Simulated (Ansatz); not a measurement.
# Varying the input for LiFeN

All trials start from this Ansatz input:

```yaml
crystal:
  lattice:
    - [3.1006003459, 0.0, 0.0]
    - [-1.550300173, 2.6851986665, 0.0]
    - [0.0, 0.0, 4.145339]
  atoms:
    - { symbol: Li, position: [0.33333333, 0.66666667, 0.0] }
    - { symbol: Fe, position: [0.66666667, 0.33333333, 0.5], spin: 4.0 }
    - { symbol: "N", position: [0.33333333, 0.66666667, 0.5] }
basis:
  ecutwfc: 420
kpoints:
  mp_grid: { grid: [6, 6, 4] }
hamiltonian:
  xc: pbe
scf:
  occupations: { method: gaussian, width: 0.1 }
  lower_state_search: "off"
output:
  forces: true
  stress: true
  eigenvalues: true
  populations: true
magnetization:
  spin_polarized: true
```

Command:

```bash
ansatz run input.yaml --threads 1 --pin off --max-ram 1331MiB --backend cpu --events-out ev --progress --plain --runs-dir out
```

The run converges in 24 SCF iterations on 21 irreducible k-points: pressure -0.66 GPa, no gap, cell moment 0.46 μB.

The inputs are trials, many of them unsound on purpose. Their numbers show the effect of the settings and aren't properties of the material. Each trial's input is given as a difference from the reference's; energies are extrapolated to zero smearing where there is one, and pressure is positive in compression.

**Question.** Trial 1:

```diff
 crystal:
   atoms:
-    - { symbol: Fe, position: [0.66666667, 0.33333333, 0.5], spin: 4.0 }
+    - { symbol: Fe, position: [0.6666666667, 0.3333333333, 0.5], spin: 0.45 }
 basis:
-  ecutwfc: 420
+  ecutrho_ratio: 5
+  xc_grid: 2
 kpoints:
-  mp_grid: { grid: [6, 6, 4] }
+  mp_grid: { grid: [3, 3, 2], shift: [0.5, 0.5, 0] }
 hamiltonian:
-  xc: pbe
+  xc: pw92
 scf:
-  occupations: { method: gaussian, width: 0.1 }
+  occupations: { method: gaussian }
```

How does this run end?

**Answer.** The run converges in 16 SCF iterations on 8 irreducible k-points: pressure -9.97 GPa, largest force 0.700 eV/Å, no gap, cell moment 0.10 μB. It warns that the mesh lowers the symmetry.

**Question.** Trial 2:

```diff
 crystal:
   atoms:
-    - { symbol: Fe, position: [0.66666667, 0.33333333, 0.5], spin: 4.0 }
+    - { symbol: Fe, position: [0.6666666667, 0.3333333333, 0.5], spin: 0.45 }
 basis:
-  ecutwfc: 420
+  ecutwfc: 480
```

What does the program give?

**Answer.** The run converges in 22 SCF iterations on 21 irreducible k-points: energy 3.93 meV per atom below the reference, pressure -1.34 GPa, no gap, cell moment 0.00 μB. It warns that the starting moments were lost.

**Question.** Trial 3:

```diff
 crystal:
   atoms:
-    - { symbol: Fe, position: [0.66666667, 0.33333333, 0.5], spin: 4.0 }
+    - { symbol: Fe, position: [0.6666666667, 0.3333333333, 0.5], spin: 0.45 }
 kpoints:
-  mp_grid: { grid: [6, 6, 4] }
+  mp_grid: { grid: [3, 3, 2], shift: [0, 0, 0.5] }
 hamiltonian:
-  xc: pbe
+  xc: lda
 scf:
+  convergence: { dr2_threshold: "1e-4 eV" }
```

What does the program give?

**Answer.** The run converges in 17 SCF iterations on 3 irreducible k-points: pressure -6.49 GPa, no gap, cell moment 1.33 μB. It warns that the SCF threshold is loose for the forces; that the SCF threshold is loose for the stress.

**Question.** Trial 4:

```diff
 crystal:
   atoms:
-    - { symbol: Fe, position: [0.66666667, 0.33333333, 0.5], spin: 4.0 }
+    - { symbol: Fe, position: [0.6666666667, 0.3333333333, 0.5], spin: 0.45 }
 kpoints:
-  mp_grid: { grid: [6, 6, 4] }
+  mp_grid: { grid: [6, 2, 4] }
+accuracy: high
```

What happens?

**Answer.** The run converges in 22 SCF iterations on 18 irreducible k-points: energy 7.10 meV per atom below the reference, pressure -1.31 GPa, largest force 1.974 eV/Å, no gap, cell moment 0.09 μB. It warns that the mesh lowers the symmetry.

**Question.** Trial 5:

```diff
 crystal:
   atoms:
-    - { symbol: Fe, position: [0.66666667, 0.33333333, 0.5], spin: 4.0 }
+    - { symbol: Fe, position: [0.6666666667, 0.3333333333, 0.5], spin: 0.45 }
 basis:
-  ecutwfc: 420
+  ecutwfc: 380
 hamiltonian:
-  xc: pbe
+  xc: pbesol
 scf:
-  occupations: { method: gaussian, width: 0.1 }
+  occupations: { method: tetrahedron_uncorrected }
```

How does this run end?

**Answer.** The run converges in 21 SCF iterations on 21 irreducible k-points: pressure -5.61 GPa, no gap, cell moment 0.00 μB. It warns that the printed bands weren't solved further after the SCF; that the cutoff lies under the recommended one, 420 eV for these potentials; that the starting moments were lost.

**Question.** Trial 6:

```diff
 crystal:
   atoms:
-    - { symbol: Fe, position: [0.66666667, 0.33333333, 0.5], spin: 4.0 }
+    - { symbol: Fe, position: [0.6666666667, 0.3333333333, 0.5], spin: 0.45 }
 hamiltonian:
-  xc: pbe
+  xc: blyp
```

How does this run end?

**Answer.** The run converges in 22 SCF iterations on 21 irreducible k-points: pressure 2.99 GPa, no gap, cell moment 0.00 μB. It warns that the starting moments were lost.